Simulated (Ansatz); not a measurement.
These are results of DFT PBE, scalar-relativistic, plane waves, PAW, and for the lanthanide a 4f-in-core norm-conserving potential, in Ansatz 0.2.0, not measurements. All cells share a 660 eV cutoff and Γ-centred k meshes spaced at most about 0.3 Å⁻¹ (about 0.25 or finer for metals, 2π included). No spin polarisation in the final relaxations.

Temperature and zero-point effects are left out.

Compare these two cells of PrGa₂Sb₃, each relaxed at this level.

A.

```cif
data_structure
_symmetry_space_group_name_H-M 'P-4m2'
_symmetry_Int_Tables_number 115
_cell_length_a 4.5147
_cell_length_b 4.5147
_cell_length_c 7.7899
_cell_angle_alpha 90.000
_cell_angle_beta 90.000
_cell_angle_gamma 90.000
_cell_volume 158.78
loop_
_atom_site_label
_atom_site_type_symbol
_atom_site_symmetry_multiplicity
_atom_site_Wyckoff_symbol
_atom_site_fract_x
_atom_site_fract_y
_atom_site_fract_z
_atom_site_occupancy
Pr1 Pr 1 a 0.00000 0.00000 0.00000 1
Ga1 Ga 2 g 0.00000 0.50000 0.68352 1
Sb1 Sb 1 b 0.50000 0.50000 0.00000 1
Sb2 Sb 2 g 0.00000 0.50000 0.32255 1
```

B.

```cif
data_structure
_symmetry_space_group_name_H-M 'I4/mmm'
_symmetry_Int_Tables_number 139
_cell_length_a 5.8847
_cell_length_b 5.8847
_cell_length_c 10.6795
_cell_angle_alpha 90.000
_cell_angle_beta 90.000
_cell_angle_gamma 90.000
_cell_volume 369.83
loop_
_atom_site_label
_atom_site_type_symbol
_atom_site_symmetry_multiplicity
_atom_site_Wyckoff_symbol
_atom_site_fract_x
_atom_site_fract_y
_atom_site_fract_z
_atom_site_occupancy
Pr1 Pr 2 b 0.50000 0.50000 0.00000 1
Ga1 Ga 4 c 0.00000 0.50000 0.00000 1
Sb1 Sb 4 d 0.00000 0.50000 0.25000 1
Sb2 Sb 2 a 0.00000 0.00000 0.00000 1
```

Question: Which is lower in energy, and by how much?

Answer: A is lower, by 0.48 eV/atom. A has space group P-4m2 (No. 115), 26.5 Å³/atom and no gap on its mesh; B has space group I4/mmm (No. 139), 30.8 Å³/atom and no gap. Counting Sb atoms around Ga and Pr (those within 1.25 times the shortest such distance or 1.15 times the sum of covalent radii; a plus sign parts nearer from farther groups), A has Pr 8, Ga 1+6 and B has Pr 12, Ga 2+2. The denser one is the lower, and pressure would at first widen the difference. In A, around Pr lie 8 Sb at 3.19–3.38 Å and 4 Ga at 3.34 Å; around Ga lie 1 Sb at 2.81 Å, 6 Sb at 3.19–3.34 Å and 2 Pr at 3.34 Å; around Sb on a site of symmetry -4m2 lie 4 Pr at 3.19 Å, 4 Ga at 3.34 Å and 4 Sb at 3.38 Å; 1 more site not described. In B, Pr has 4 Ga at 2.94 Å and 12 Sb at 3.97–4.16 Å; Ga has 2 Sb at 2.67 Å, 2 Pr at 2.94 Å and 2 Sb at 2.94 Å; around Sb on a site of symmetry -4m2 lie 2 Ga at 2.67 Å; 1 more site not described. Both come from invented guesses.

These runs have no spin–orbit coupling, which can matter for Sb. Cells relaxed within their symmetry can be saddle points.

The lanthanide is trivalent by construction, without f bands, f moments or other valences.
